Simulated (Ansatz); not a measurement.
## LiNbF2: relaxation (Ansatz)

Launch command:

```bash
ansatz run input.yaml --threads 2 --pin off --max-ram 3584MiB --backend cpu --events-out ev --progress --plain --runs-dir out
```

Input:

```yaml
crystal:
  lattice:
    - [1.52385985, 2.63940179, 0.0]
    - [-1.52385985, 2.63940179, 0.0]
    - [0.0, 0.0, 10.91273213]
  atoms:
    - { symbol: Li, position: [0.0, 0.0, 0.0] }
    - { symbol: Li, position: [0.0, 0.0, 0.5] }
    - { symbol: Nb, position: [0.3333, 0.3334, 0.75] }
    - { symbol: Nb, position: [0.6666, 0.6667, 0.25] }
    - { symbol: F, position: [0.3333, 0.3334, 0.1285] }
    - { symbol: F, position: [0.6666, 0.6667, 0.6285] }
    - { symbol: F, position: [0.3333, 0.3334, 0.3715] }
    - { symbol: F, position: [0.6667, 0.6667, 0.8715] }
  symmetry: { tolerance: 0.0003 }
kpoints:
  mp_grid: { grid: [11, 11, 3], shift: [0, 0, 0] }
magnetization:
  spin_polarized: false
scf:
  occupations: { method: fermi_dirac }
  lower_state_search: "off"
hamiltonian:
  pseudopotentials: { kind: paw }
  xc: lda
basis:
  ecutwfc: 420
  fft_grid_basis: typed
relax:
  max_steps: 80
  f_tol: 0.03
output:
  forces: true
  stress: true
  eigenvalues: true
  bader: true
  populations: true
  elf: true
  write_potential: true
  volumetric_format: npy
  dos:
    e_range: [-12, 8]
    de: 0.05
    projected: { site_lists: { F: [F], Li: [Li], Nb: [Nb] } }
  write_density: true
checkpoint:
  read: saved_state
```

Origin of the cell: a known structure type with other elements, at an estimated volume, so it need not be a known compound.

The smearing width isn't typed, so it takes its default of 0.1 eV.

The saved state is a converged single point of the same cell.

Output (shortened):

```
Warning: the atoms were moved onto the symmetric positions of the space group found under crystal.symmetry.tolerance 3.0e-4 (fractional; no operation is sought that the atoms, as they stand i […]
Warning: output.stress: scf.convergence.dr2_threshold = 1e-7 eV (the SCF's general default) is looser than the 8e-10 eV advised for a printed stress (1e-10 eV for each atom of the cell: 8). W […]
Pseudopotentials: kind: paw
Pseudopotential: Li, paw, valence charge 3, recommended cutoff 420 eV (normal), Li.paw.azcp
Pseudopotential: Nb, paw, valence charge 13, recommended cutoff 420 eV (normal), Nb.paw.azcp
Pseudopotential: F, paw, valence charge 7, recommended cutoff 420 eV (normal), F.paw.azcp
Functional definition: SPW92
  exchange = slater_x
  correlation = pw_c
Crystal: 8 atoms, lattice volume = 87.784 Å³
Basis set: ecut = 420 eV, 1693 PW (Γ)
Bands: 38, of which v1, the nominal top of the filled ones, is band 30 counted from 1 (29 counted from 0)
Symmetry: 24 space group operations
Space group: P63/mmc (ITA 194), of the structure as read, at distance tolerance 1.3e-3 Å
[… 10 lines left out …]
Initial density: read from a saved state, or passed on in memory by an earlier SCF of this step, an earlier step, the calling program or the single point that the run made first
Functional: x = slater, c = lda
SCF iter   1: F=—  HF=-12463.134831 eV  Δρ=1.60e-3  dr2=1.42e-3
SCF iter   2: F=—  HF=-12463.135128 eV  Δρ=8.53e-4  dr2=6.58e-4
SCF iter   3: F=—  HF=-12463.135159 eV  Δρ=1.69e-4  dr2=3.10e-5
SCF iter   4: F=—  HF=-12463.135157 eV  Δρ=5.46e-5  dr2=1.62e-6
SCF iter   5: F=—  HF=-12463.135156 eV  Δρ=1.22e-5  dr2=1.31e-7
SCF iter   6: F=-12463.135156 eV  HF=-12463.135156 eV  Δρ=3.44e-6  dr2=9.96e-9
relax step   1: F+E_penalty+E_count = -12463.135156 eV  Δ(F+E_penalty+E_count) = +0.000e0 eV  max|allowed force component| = 2.290e0 eV/Å  Δτ_max = 0.0000 Å  (6 SCF iters, accepted)
relax step   2: F+E_penalty+E_count = -12464.393161 eV  Δ(F+E_penalty+E_count) = -1.258e0 eV  max|allowed force component| = 1.971e0 eV/Å  Δτ_max = 0.1446 Å  (7 SCF iters, dr2 threshold 1.00e-4 eV, accepted)
relax step   3: F+E_penalty+E_count = -12465.580611 eV  Δ(F+E_penalty+E_count) = -1.187e0 eV  max|allowed force component| = 9.699e-1 eV/Å  Δτ_max = 0.1950 Å  (7 SCF iters, dr2 threshold 1.00e-4 eV, accepted)
relax step   4: F+E_penalty+E_count = -12465.763418 eV  Δ(F+E_penalty+E_count) = -1.828e-1 eV  max|allowed force component| = 5.576e-1 eV/Å  Δτ_max = 0.1765 Å  (7 SCF iters, dr2 threshold 1.00e-4 eV, accepted)
relax step   5: F+E_penalty+E_count = -12465.825226 eV  Δ(F+E_penalty+E_count) = -6.181e-2 eV  max|allowed force component| = 2.380e-2 eV/Å  Δτ_max = 0.0591 Å  (6 SCF iters, dr2 threshold 7.53e-5 eV, accepted)
relax step   6: F+E_penalty+E_count = -12465.825227 eV  Δ(F+E_penalty+E_count) = -1.154e-6 eV  max|allowed force component| = 2.378e-2 eV/Å  Δτ_max = 0.0000 Å  (6 SCF iters, accepted)
SCF 6 converged in 6 iterations: F = -12465.825227 eV  dr2 = 9.46e-11
SCF converged after 6 iterations
Free energy (F): -12465.825227 eV
Harris-Foulkes:  -12465.825227 eV  (|F-HF|=2.55e-11)
Internal energy: -12465.571389 eV  (E = F + TS)
E sigma→0 (E₀):  -12465.698308 eV
Entropy (-TS):   -0.253838 eV (-31.730 meV/atom)
Fermi energy:    11.795918 eV
--- Per-component energies (eV) ---
  E_band       = -478.945486
  E_kinetic    = 1650.848701
  E_local      = -3784.979927  (includes V_loc(G=0)·N_el)
  E_nonlocal   = 491.459591
  E_hartree    = 1264.307244
  E_xc         = -678.279986
  E_vxc        = -851.990930  (∫ρ·V_xc dr)
  E_paw        = -6717.938605  (= ΣΔE_a)
  E_vpaw       = -512.905817  (= ΣTr[D̂ρ^β])
  E_aug_tail   = 0.008267  (compensation charges beyond the density's cutoff)
  E_ewald      = -4692.301069
  E_core_change = 1.304396  (= ΣΔE_core)
  E_smearing   = -0.253838  (= −TS)
  Σ components = -12465.825227   (vs F -12465.825227, Δ=0.00e0)
--- Forces (eV/Å), atoms counted from 1 ---
  atom   1  Li    -0.000000    -0.000000     0.000000
  atom   2  Li     0.000000    -0.000000     0.000000
  atom   3  Nb    -0.000000     0.000000     0.000000
  atom   4  Nb    -0.000000    -0.000000     0.000000
  atom   5  F      0.000000    -0.000000    -0.023778
  atom   6  F      0.000000     0.000000    -0.023778
  atom   7  F      0.000000    -0.000000     0.023778
  atom   8  F      0.000000     0.000000     0.023778
  max |Σ_I F_I| component: 4.16e-17 eV/Å
--- Stress (GPa, compression-positive) ---
      -20.367917       0.000000       0.000000
        0.000000     -20.367917       0.000000
        0.000000       0.000000       9.084337
  P = ⅓ Tr σ = -10.5505 GPa (-105.505 kbar)
--- Relaxed structure (6 steps of the walk, 6 accepted, 0 SCFs on fresh bases) ---
  F+E_penalty+E_count = -12465.825227 eV   max|allowed force component| = 2.378e-2 eV/Å
  atoms:
    - { symbol: Li, position: [6.074e-18, -6.938e-18, 3.179e-19] }
    - { symbol: Li, position: [6.074e-18, -6.938e-18, 0.5] }
    - { symbol: Nb, position: [0.333333, 0.333333, 0.750000] }
    - { symbol: Nb, position: [0.666667, 0.666667, 0.25] }
    - { symbol: F, position: [0.333333, 0.333333, 0.086629] }
    - { symbol: F, position: [0.666667, 0.666667, 0.586629] }
    - { symbol: F, position: [0.333333, 0.333333, 0.413371] }
    - { symbol: F, position: [0.666667, 0.666667, 0.913371] }
--- Löwdin populations: 8 sites ---
  site symbol       q [e]
     0     Li      2.2589
     1     Li      2.2589
     2     Nb     12.4957
     3     Nb     12.4957
     4      F      7.5568
     5      F      7.5568
     6      F      7.5568
     7      F      7.5568
  spilling = 0.004394 (of n_electrons = 60.000000)
--- Bader charges: 8 sites ---
  site symbol  charge [e]  shift [e]
     0     Li      0.8931     0.0010
     1     Li      0.8931     0.0010
     2     Nb      0.8463     0.0002
     3     Nb      0.8463     0.0002
     4      F     -0.8697     0.0004
     5      F     -0.8697     0.0004
     6      F     -0.8697     0.0004
     7      F     -0.8697     0.0004
  estimated error of the sums over rays = 1.8e-4 e
```

The starting structure.

Space group P6_3/mmc (No. 194); the run's cell has a = 3.048 Å, b = 3.048 Å, c = 10.913 Å, α = 90.00°, β = 90.00°, γ = 60.00°. Shortest distances: F–Nb 2.20 Å, F–Li 2.25 Å, F–F 2.65 Å, Li–Li 3.05 Å, Nb–Nb 3.05 Å, Li–Nb 3.25 Å.

The relaxed structure.

Space group P6_3/mmc (No. 194); the run's cell has a = 3.048 Å, b = 3.048 Å, c = 10.913 Å, α = 90.00°, β = 90.00°, γ = 60.00°. Shortest distances: F–Li 2.00 Å, F–Nb 2.50 Å, F–F 2.58 Å, Li–Li 3.05 Å, Nb–Nb 3.05 Å, Li–Nb 3.25 Å.

```
Free energy lowered by  : 336.3 meV/atom
Final pressure          : -10.55 GPa
Relaxation steps listed : 6
```

Caveats: no moments, though an odd count or open d shells may carry them; the SCF threshold is looser than advised for a stress; the relaxation held the start's symmetry, so the end may be a saddle point.

It ran for 38 s of wall time on 2 CPU thread(s) of a shared host, from a saved density.
